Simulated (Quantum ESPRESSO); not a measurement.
Ti3TaO7N, finding a planted mistake in a log

Simulated, not a measurement. The program is pw.x of Quantum ESPRESSO 7.5 (plane-wave density functional theory). The cell is made up: 12 atoms on a fluorite lattice, with randomly drawn elements, strain and displacements, not relaxed. PseudoDojo standard norm-conserving files (v0.5 for PBE, v0.4.1 for LDA and PBEsol) set the functional; there is no spin polarisation, spin-orbit coupling or dispersion term, and the masses in the input are unused placeholders.

Intended input:

```
&control calculation='scf', pseudo_dir='./dojo.nc.sr.pbe.v0_5.standard.upf', outdir='./o', disk_io='low', tprnfor=.true., tstress=.true. /
&system ibrav=0, nat=12, ntyp=4, nbnd=54, ecutwfc=84.00895049, nosym=.true., tot_charge=0,
 occupations='smearing', smearing='fd', degauss=0.0018374661
/
&electrons conv_thr=7.350e-09, electron_maxstep=60, /
ATOMIC_SPECIES
N 1.0 N.upf
O 1.0 O.upf
Ta 1.0 Ta.upf
Ti 1.0 Ti.upf
CELL_PARAMETERS angstrom
4.8461 -0.0356 -0.0296
-0.0356 4.7327 0.0543
-0.0296 0.0543 4.8333
ATOMIC_POSITIONS angstrom
Ti 0.045 -0.0898 -0.0404
Ti 0.0123 2.4084 2.4622
Ti 2.3763 -0.0271 2.4584
Ta 2.4682 2.4074 0.0703
O 1.1808 1.1548 1.2573
O 1.133 1.2587 3.5861
O 1.1518 3.5507 1.2071
N 1.2211 3.541 3.6059
O 3.6616 1.1511 1.2574
O 3.6456 1.1984 3.6098
O 3.6639 3.5538 1.3104
O 3.6167 3.5406 3.6434
K_POINTS automatic
5 5 5 1 1 1
```

The log is shortened where brackets say so; the opening notice, blank lines, dates and the lines on written files are dropped, and the path of the files is cut. It prints rydbergs, bohrs and kilobars, and counts compression as positive stress. Where no state is partly filled, the Fermi energy that it prints is only some level between the filled and the empty states on the mesh, and need not lie in the true gap.

Log of the intended run:

```
     Program PWSCF v.7.5
     Parallel version (MPI & OpenMP), running on       4 processor cores
     Number of MPI processes:                 4
     Threads/MPI process:                     1
     [start-up lines left out]
     bravais-lattice index     =            0
     lattice parameter (alat)  =       9.1582  a.u.
     unit-cell volume          =     747.9041 (a.u.)^3
     number of atoms/cell      =           12
     number of atomic types    =            4
     number of electrons       =        96.00
     number of Kohn-Sham states=           54
     kinetic-energy cutoff     =      84.0090  Ry
     charge density cutoff     =     336.0358  Ry
     scf convergence threshold =      7.3E-09
     mixing beta               =       0.7000
     number of iterations used =            8  plain     mixing
     Exchange-correlation= PBE
                           (   1   4   3   4   0   0   0)
     [axes and pseudopotential details left out]
   Cartesian axes
     site n.     atom                  positions (alat units)
         1        Ti     tau(   1) = (   0.0092854  -0.0185295  -0.0083362  )
         2        Ti     tau(   2) = (   0.0025380   0.4969543   0.5080555  )
         3        Ti     tau(   3) = (   0.4903307  -0.0055919   0.5072714  )
         4        Ta     tau(   4) = (   0.5092935   0.4967479   0.0145058  )
         5        O      tau(   5) = (   0.2436487   0.2382838   0.2594339  )
         6        O      tau(   6) = (   0.2337856   0.2597228   0.7399633  )
         7        O      tau(   7) = (   0.2376648   0.7326588   0.2490755  )
         8        N      tau(   8) = (   0.2519643   0.7306573   0.7440489  )
         9        O      tau(   9) = (   0.7555422   0.2375204   0.2594545  )
        10        O      tau(  10) = (   0.7522407   0.2472804   0.7448536  )
        11        O      tau(  11) = (   0.7560168   0.7332985   0.2703907  )
        12        O      tau(  12) = (   0.7462774   0.7305748   0.7517867  )
     number of k points=    63  Fermi-Dirac smearing, width (Ry)=  0.0018
                       cart. coord. in units 2pi/alat
        k(    1) = (   0.1013632   0.1020188   0.0997440), wk =   0.0320000
        k(    2) = (   0.1025715   0.0997267   0.3003160), wk =   0.0320000
     [further k points left out]
     Dense  grid:    77787 G-vectors     FFT dimensions: (  54,  54,  54)
     Estimated max dynamical RAM per process >     260.82 MB
     Estimated total dynamical RAM >     986.31 MB
     Initial potential from superposition of free atoms
     starting charge      95.9943, renormalised to      96.0000
     Starting wfcs are   72 randomized atomic wfcs
     total cpu time spent up to now is        5.7 secs
     per-process dynamical memory:   203.4 Mb
     Self-consistent Calculation
     iteration #  1     ecut=    84.01 Ry     beta= 0.70
     Davidson diagonalization with overlap
     ethr =  1.00E-02,  avg # of iterations =  2.0
     total cpu time spent up to now is       15.2 secs
     total energy              =    -736.40069013 Ry
     estimated scf accuracy    <       6.04972035 Ry
     iteration #  2     ecut=    84.01 Ry     beta= 0.70
     Davidson diagonalization with overlap
     ethr =  6.30E-03,  avg # of iterations =  7.0
     total cpu time spent up to now is       34.8 secs
     total energy              =    -729.88185231 Ry
     estimated scf accuracy    <      63.73067061 Ry
     [iterations 3 to 21 left out]
     iteration # 22     ecut=    84.01 Ry     beta= 0.70
     Davidson diagonalization with overlap
     ethr =  9.57E-11,  avg # of iterations =  1.6
     total cpu time spent up to now is      343.1 secs
     total energy              =    -739.62635605 Ry
     estimated scf accuracy    <       0.00000005 Ry
     iteration # 23     ecut=    84.01 Ry     beta= 0.70
     Davidson diagonalization with overlap
     ethr =  5.49E-11,  avg # of iterations =  4.8
     total cpu time spent up to now is      356.2 secs
     End of self-consistent calculation
     [lines on levels left out]
     the Fermi energy is    14.1453 ev
!    total energy              =    -739.62635605 Ry
     estimated scf accuracy    <          3.9E-09 Ry
     smearing contrib. (-TS)   =      -0.00000000 Ry
     internal energy E=F+TS    =    -739.62635605 Ry
     The total energy is F=E-TS. E is the sum of the following terms:
     one-electron contribution =    -147.12491099 Ry
     hartree contribution      =     132.13797766 Ry
     xc contribution           =    -147.06232701 Ry
     ewald contribution        =    -577.57709572 Ry
     convergence has been achieved in  23 iterations
     Forces acting on atoms (cartesian axes, Ry/au):
     atom    1 type  4   force =     0.02273516    0.03620093   -0.03161770
     atom    2 type  4   force =     0.00917190   -0.02913217    0.01282893
     atom    3 type  4   force =    -0.02291123    0.03311930    0.01531433
     atom    4 type  3   force =    -0.02006338   -0.04473269   -0.01027122
     atom    5 type  2   force =     0.03190846    0.01390655   -0.03352032
     atom    6 type  2   force =     0.04831062   -0.05325927    0.05445333
     atom    7 type  2   force =     0.04642142   -0.01721826   -0.01463563
     atom    8 type  1   force =    -0.00742894    0.04608363    0.02933249
     atom    9 type  2   force =    -0.02372012    0.01969535   -0.04796885
     atom   10 type  2   force =    -0.04997794   -0.00963004    0.03416316
     atom   11 type  2   force =    -0.05397624   -0.00562289   -0.04646379
     atom   12 type  2   force =     0.01953029    0.01058955    0.03838527
     Total force =     0.196331     Total SCF correction =     0.000095
     Computing stress (Cartesian axis) and pressure
          total   stress  (Ry/bohr**3)                   (kbar)     P=      130.19
   0.00059056   0.00001215   0.00008662           86.88        1.79       12.74
   0.00001215   0.00140846  -0.00019721            1.79      207.19      -29.01
   0.00008662  -0.00019721   0.00065597           12.74      -29.01       96.50
     init_run     :      5.24s CPU      5.50s WALL (       1 calls)
     electrons    :    349.10s CPU    350.48s WALL (       1 calls)
     forces       :      2.55s CPU      2.62s WALL (       1 calls)
     stress       :      8.95s CPU      9.16s WALL (       1 calls)
     [timing details left out]
     PWSCF        :   6m 6.14s CPU   6m 8.12s WALL
     JOB DONE.
```

A second run was made from an input with one planted mistake. Its log:

```
     Program PWSCF v.7.5
     Parallel version (MPI & OpenMP), running on       4 processor cores
     Number of MPI processes:                 4
     Threads/MPI process:                     1
     [start-up lines left out]
     bravais-lattice index     =            0
     lattice parameter (alat)  =       9.1582  a.u.
     unit-cell volume          =     747.9041 (a.u.)^3
     number of atoms/cell      =           12
     number of atomic types    =            4
     number of electrons       =        96.00
     number of Kohn-Sham states=           54
     kinetic-energy cutoff     =      49.3176  Ry
     charge density cutoff     =     197.2704  Ry
     scf convergence threshold =      7.3E-09
     mixing beta               =       0.7000
     number of iterations used =            8  plain     mixing
     Exchange-correlation= PBE
                           (   1   4   3   4   0   0   0)
     [axes and pseudopotential details left out]
   Cartesian axes
     site n.     atom                  positions (alat units)
         1        Ti     tau(   1) = (   0.0092854  -0.0185295  -0.0083362  )
         2        Ti     tau(   2) = (   0.0025380   0.4969543   0.5080555  )
         3        Ti     tau(   3) = (   0.4903307  -0.0055919   0.5072714  )
         4        Ta     tau(   4) = (   0.5092935   0.4967479   0.0145058  )
         5        O      tau(   5) = (   0.2436487   0.2382838   0.2594339  )
         6        O      tau(   6) = (   0.2337856   0.2597228   0.7399633  )
         7        O      tau(   7) = (   0.2376648   0.7326588   0.2490755  )
         8        N      tau(   8) = (   0.2519643   0.7306573   0.7440489  )
         9        O      tau(   9) = (   0.7555422   0.2375204   0.2594545  )
        10        O      tau(  10) = (   0.7522407   0.2472804   0.7448536  )
        11        O      tau(  11) = (   0.7560168   0.7332985   0.2703907  )
        12        O      tau(  12) = (   0.7462774   0.7305748   0.7517867  )
     number of k points=    63  Fermi-Dirac smearing, width (Ry)=  0.0018
                       cart. coord. in units 2pi/alat
        k(    1) = (   0.1013632   0.1020188   0.0997440), wk =   0.0320000
        k(    2) = (   0.1025715   0.0997267   0.3003160), wk =   0.0320000
     [further k points left out]
     Dense  grid:    34983 G-vectors     FFT dimensions: (  45,  40,  45)
     Estimated max dynamical RAM per process >     122.86 MB
     Estimated total dynamical RAM >     465.81 MB
     Check: negative core charge=   -0.000184
     Initial potential from superposition of free atoms
     starting charge      95.9943, renormalised to      96.0000
     Starting wfcs are   72 randomized atomic wfcs
     total cpu time spent up to now is        3.6 secs
     per-process dynamical memory:    96.8 Mb
     Self-consistent Calculation
     iteration #  1     ecut=    49.32 Ry     beta= 0.70
     Davidson diagonalization with overlap
     ethr =  1.00E-02,  avg # of iterations =  2.0
     total cpu time spent up to now is       10.4 secs
     total energy              =    -736.18158454 Ry
     estimated scf accuracy    <       5.65782230 Ry
     iteration #  2     ecut=    49.32 Ry     beta= 0.70
     Davidson diagonalization with overlap
     ethr =  5.89E-03,  avg # of iterations =  6.4
     total cpu time spent up to now is       23.5 secs
     total energy              =    -730.36815676 Ry
     estimated scf accuracy    <      54.17377079 Ry
     [iterations 3 to 18 left out]
     iteration # 19     ecut=    49.32 Ry     beta= 0.70
     Davidson diagonalization with overlap
     ethr =  1.22E-10,  avg # of iterations =  6.2
     total cpu time spent up to now is      154.8 secs
     total energy              =    -739.13621708 Ry
     estimated scf accuracy    <       0.00000002 Ry
     iteration # 20     ecut=    49.32 Ry     beta= 0.70
     Davidson diagonalization with overlap
     ethr =  2.27E-11,  avg # of iterations =  3.8
     total cpu time spent up to now is      162.0 secs
     End of self-consistent calculation
     [lines on levels left out]
     the Fermi energy is    14.3301 ev
!    total energy              =    -739.13621708 Ry
     estimated scf accuracy    <          6.3E-09 Ry
     smearing contrib. (-TS)   =      -0.00000000 Ry
     internal energy E=F+TS    =    -739.13621708 Ry
     The total energy is F=E-TS. E is the sum of the following terms:
     one-electron contribution =    -146.02885899 Ry
     hartree contribution      =     131.33601983 Ry
     xc contribution           =    -146.86628220 Ry
     ewald contribution        =    -577.57709572 Ry
     convergence has been achieved in  20 iterations
     Forces acting on atoms (cartesian axes, Ry/au):
     atom    1 type  4   force =     0.02382243    0.04418642   -0.03621375
     atom    2 type  4   force =     0.00415373   -0.02963492    0.00875596
     atom    3 type  4   force =    -0.01834615    0.04008972    0.01051434
     atom    4 type  3   force =    -0.02199817   -0.04311616   -0.01161739
     atom    5 type  2   force =     0.02726478    0.00954980   -0.03053187
     atom    6 type  2   force =     0.05033722   -0.06266720    0.05633255
     atom    7 type  2   force =     0.04819854   -0.01635176   -0.00884924
     atom    8 type  1   force =    -0.01146592    0.04507995    0.03653790
     atom    9 type  2   force =    -0.02222265    0.01640674   -0.04369438
     atom   10 type  2   force =    -0.04593346   -0.01410670    0.03050670
     atom   11 type  2   force =    -0.05347930    0.00119695   -0.04478683
     atom   12 type  2   force =     0.01966894    0.00936714    0.03304601
     Total force =     0.198116     Total SCF correction =     0.000097
     Computing stress (Cartesian axis) and pressure
          total   stress  (Ry/bohr**3)                   (kbar)     P=     -347.56
  -0.00265062   0.00001983   0.00010296         -389.92        2.92       15.15
   0.00001983  -0.00185337  -0.00021945            2.92     -272.64      -32.28
   0.00010296  -0.00021945  -0.00258398           15.15      -32.28     -380.12
     init_run     :      3.07s CPU      3.21s WALL (       1 calls)
     electrons    :    157.75s CPU    158.38s WALL (       1 calls)
     forces       :      1.66s CPU      1.68s WALL (       1 calls)
     stress       :      5.54s CPU      5.54s WALL (       1 calls)
     [timing details left out]
     PWSCF        :   2m48.48s CPU   2m49.31s WALL
     JOB DONE.
```

Question: what was wrong in the second input?

Answer: the plane-wave cutoff is too low. The input lines that differ, file-writing options aside:

```
- &system ibrav=0, nat=12, ntyp=4, nbnd=54, ecutwfc=84.00895049, nosym=.true., tot_charge=0,
+ &system ibrav=0, nat=12, ntyp=4, nbnd=54, ecutwfc=49.31759036, nosym=.true., tot_charge=0,
```

```
                                            intended run  run with the mistake
                          free energy (eV)    -10063.129            -10056.461
                    smearing term -TS (eV)        0.0000                0.0000
                            pressure (GPa)         13.02                -34.76
            largest force component (eV/Å)         1.400                 1.611
largest change of a force component (eV/Å)                               0.242
                                iterations            23                    20
```

For scale, a rerun of the intended cell at a cutoff of 1437 eV and k mesh 7 x 7 x 7 moved values by no more than 0.002 eV in energy, 0.06 GPa in stress and 0.004 eV/Å in force.